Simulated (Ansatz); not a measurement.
Relaxed Cu (fcc, Cu type):

```yaml
crystal:
  lattice:
    - [3.62881, 0.00000, 0.00000]
    - [0.00000, 3.62881, 0.00000]
    - [0.00000, 0.00000, 3.62881]
  atoms:
    - { symbol: Cu, position: [0.00000, 0.00000, 0.00000] }
    - { symbol: Cu, position: [0.50000, 0.50000, 0.00000] }
    - { symbol: Cu, position: [0.50000, 0.00000, 0.50000] }
    - { symbol: Cu, position: [0.00000, 0.50000, 0.50000] }
```

Method: PBE (plane waves to 420 eV, PAW, scalar-relativistic; Ansatz, a first-principles code). k mesh 10×10×10 (Γ-centred), Fermi-Dirac smearing 0.05 eV. With partly filled bands, energies and forces of such displacements shift with the k mesh and the smearing. Cu is run without spin polarisation. Cu was relaxed with its symmetry unable to fall. The PAW data are Ansatz's earlier set.

One atom of the cell was then moved (with its periodic images), all else fixed, and the forces (eV/Å) came out as:

```
atom      Fx     Fy     Fz
----  ------  -----  -----
Cu1    0.004  0.000  0.000
Cu2   -0.530  0.000  0.000
Cu3   -0.530  0.000  0.000
Cu4    1.057  0.000  0.000
```

Q: Which atom was moved, and by which vector (Å)?

A: Cu4, by (-0.16, 0.00, 0.00), 0.16 Å in all.

(A displaced cell: forces are minus the slopes of the energy, force constants its curvatures, and phonons follow from these.)
